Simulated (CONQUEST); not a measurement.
A self-consistent single point of WSe₂ (P1, 12 atoms in the cell; from Materials Project mp-1821, changed as shown).

```
WSe2
1.0
    3.31993     0.00000     0.00000
    0.00000     5.75029     0.00000
    0.00000     0.00000    13.73719
W Se
4 8
Cartesian
  1.66615   0.94095  10.36552
  0.03165   1.92013   3.41739
 -0.04654   3.83613  10.25617
  1.66746   4.79365   3.44629
  0.05542   1.94706  11.94846
  1.65920   1.01493   1.83249
  1.68236   0.96031   5.16094
  0.01465   1.83945   8.71105
  1.69840   4.76699  11.92539
  0.03247   3.91608   1.72437
 -0.12364   3.81157   5.07331
  1.62223   4.75447   8.56173
```

Method: PBEsol, numerical atomic orbitals double-zeta with polarisation (the shipped basis), PseudoDojo norm-conserving potentials made for PBEsol (CONQUEST 1.3).

CONQUEST settings:

basis: DZP
Diag.MPMeshX, Y, Z: 6 4 2
potentials: PseudoDojo norm-conserving PBEsol
Grid.GridCutoff: 140 Ha
DM.SolutionMethod: diagon
Diag.kT: 0.001837 Ha
Diag.GammaCentred: true
minE.SCTolerance: 1.0e-07
SC.MaxIters: 100
SC.LinearMixingFactor: 0.5
SC.KerkerPreCondition: true
SC.KerkerFactor: 0.1 1/bohr
AtomMove.TypeOfRun: static

Task: Estimate, at this level of theory: gap on the k-point mesh, pressure and largest force (vector length).

Result: The run gave:

```
Property                            Value
-----------------------------  ----------
Gap on the k-point mesh           1.16 eV
Pressure                         1.40 GPa
Largest force (vector length)  1.635 eV/Å
```

Gaps are taken between levels on the mesh.

For comparison: a first run was changed to give this one (atoms moved at random), and from it to this one the free energy goes up by 34.8 meV/atom, the pressure goes from 0.67 to 1.40 GPa, the largest force goes from 0.474 to 1.635 eV/Å and the gap on the mesh goes from 1.258 to 1.161 eV.

Spin-orbit coupling is left out, which matters for bands and gaps with elements this heavy. The program uses no crystal symmetry, so grid and mesh can part values that symmetry would make equal. The atom-centred basis is finite, which shifts total energies, pressures, gaps and forces against plane waves. Forces above 1 eV/Å remain at this geometry, of which the finite basis can carry a part. The structure comes from a collection of computed structures, made at another level of theory; the collection holds predicted forms beside known ones.

Cost on one core: about 5 core-minutes (a rough figure).
